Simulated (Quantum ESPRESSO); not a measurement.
```cif
data_F8
_chemical_formula_sum 'F8'
_space_group_name_H-M_alt 'C2/c'
_space_group_IT_number 15
_space_group_name_Hall '-C 2yc'
_cell_length_a 5.11264
_cell_length_b 3.16805
_cell_length_c 6.62161
_cell_angle_alpha 90.000
_cell_angle_beta 94.870
_cell_angle_gamma 90.000
loop_
_atom_site_label
_atom_site_type_symbol
_atom_site_symmetry_multiplicity
_atom_site_Wyckoff_symbol
_atom_site_fract_x
_atom_site_fract_y
_atom_site_fract_z
_atom_site_occupancy
F1 F 8 f 0.25558 0.34025 0.09796 1
```
(The calculation used a cell of 4 atoms; values per cell refer to that cell.)

The geometry is that of Materials Project entry mp-561203, symmetrised and not relaxed again.

### Question
What does PBEsol (Quantum ESPRESSO, PseudoDojo norm-conserving, 84 Ry, no spin-orbit coupling) give for the electronic structure near the Fermi level?

### Answer
The PBEsol gap is direct, 2.47 eV at Γ. 

The distance between layers or molecules is the database entry's, not relaxed here. Functionals without dispersion can leave it too large, which widens gaps and weakens the response across layers: the numbers belong to this cell.
